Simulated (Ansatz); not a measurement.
One crystal and one scan (energy over volume and axial ratio) at two levels, r2SCAN (plane waves to 500 eV, PAW, scalar-relativistic; Ansatz, an electronic-structure program) and PBE (plane waves to 420 eV, PAW, scalar-relativistic; Ansatz), each from its own relaxed cell and on its own mesh. The cell shown is that of r2SCAN.

GaN (wurtzite)

```yaml
crystal:
  lattice:
    - [3.18330, 0.00000, 0.00000]
    - [-1.59165, 2.75682, 0.00000]
    - [0.00000, 0.00000, 5.18388]
  atoms:
    - { symbol: Ga, position: [0.66667, 0.33333, 0.00099] }
    - { symbol: Ga, position: [0.33333, 0.66667, 0.50099] }
    - { symbol: N, position: [0.66667, 0.33333, 0.62421] }
    - { symbol: N, position: [0.33333, 0.66667, 0.12421] }
```

The relaxed cell is deformed in two ways at once: its volume V is scaled, and at that volume it is stretched along z (the c axis of the conventional cell) so that c/a changes. Fractional atomic positions are held.

The energy includes the smearing's −TS. GaN was relaxed with its symmetry unable to fall. The PAW data are Ansatz's earlier set. As the atoms are clamped, bonds stretch with the cell, which overstates energies and stresses. Percentages come from the unrounded values. Both scans cover V/V₀ from 0.960 to 1.040 and (c/a)/(c/a)₀ from 0.880 to 1.120.

Results of r2SCAN:

```
Property                                                                                      Value
--------------------------------------------------------------------------------------------  -----
Lattice constant a (Å)                                                                        3.183
Lattice constant c (Å)                                                                        5.184
Relaxed volume (Å³/atom)                                                                      11.37
Band gap of the relaxed cell, no spin-orbit coupling (eV)                                      2.35
Modulus against c/a change at fixed volume, (3/4V)·∂²E/∂(ln c/a)² (fit, atoms clamped) (GPa)    197
```

### Question
What does PBE give for the same quantities?

### Answer
```json
[
 {"quantity": "Lattice constant a (Å)", "PBE": "3.219", "r2SCAN − PBE": "-0.036 (-1.1 %)"},
 {"quantity": "Lattice constant c (Å)", "PBE": "5.244", "r2SCAN − PBE": "-0.060 (-1.1 %)"},
 {"quantity": "Relaxed volume (Å³/atom)", "PBE": "11.76", "r2SCAN − PBE": "-0.39 (-3.3 %)"},
 {"quantity": "Band gap of the relaxed cell, no spin-orbit coupling (eV)", "PBE": "1.71", "r2SCAN − PBE": "+0.64 (+37 %)"},
 {"quantity": "Modulus against c/a change at fixed volume, (3/4V)·∂²E/∂(ln c/a)² (fit, atoms clamped) (GPa)", "PBE": "174", "r2SCAN − PBE": "+23 (+13 %)"}
]
```

r2SCAN gives the higher value for: band gap of the relaxed cell, no spin-orbit coupling; modulus against c/a change at fixed volume. r2SCAN gives the lower value for: lattice constant a; lattice constant c; relaxed volume.

(A scan under strain: stresses follow from slopes of the energy per volume, elastic moduli from its curvatures.)
